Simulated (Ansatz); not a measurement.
CuPt:
Space group R-3m, hexagonal axes (No. 166); a = 2.7138 Å, b = 2.7138 Å, c = 12.8007 Å, α = 90.00°, β = 90.00°, γ = 120.00°

```
atom  site  symmetry       x       y       z
----  ----  --------  ------  ------  ------
Cu      3a       -3m  0.0000  0.0000  0.0000
Pt      3b       -3m  0.0000  0.0000  0.5000
```
(The calculation used a cell of 2 atoms; values per cell refer to that cell.)

Relaxed at zero pressure with r²SCAN in the plane-wave PAW code Ansatz.

**Question.** The volume is raised by 9 % and shape and atoms relax at that volume. What pressure results, and how do the axes share the change?

**Answer.** -14.9 GPa; a 2.7 %, b 2.7 %, c 3.3 %; the energy rises by 62 meV/atom.

**Question.** Give the new structure.

**Answer.** 
Space group R-3m, hexagonal axes (No. 166); a = 2.788 Å, b = 2.788 Å, c = 13.223 Å, α = 90.00°, β = 90.00°, γ = 120.00°

```csv
atom,site,symmetry,x,y,z
Cu,3a,-3m,0.0000,0.0000,0.0000
Pt,3b,-3m,0.0000,0.0000,0.5000
```

The phase is kept; no other phase was compared at this pressure.

The workflow started from a Materials Project entry (that database holds measured and hypothetical structures alike); the Crystallography Open Database copy checked does not list it. With Cu and Pt taken as one species the cell has the higher symmetry Fm-3m, so it may be an ordered model of a mixed-site phase. Whether it is the stable phase at ambient conditions was not checked. Symmetry was held in the r²SCAN relaxation; of distortions, only those at the zone centre were tested. The run is not spin-polarised. Axis ratios of metals converge slowly with the k-mesh, so a and c are less sure than the volume. Scalar-relativistic: spin–orbit coupling is off unless named, which matters more the heavier the elements.

Potentials: the later of the program's two PAW sets.
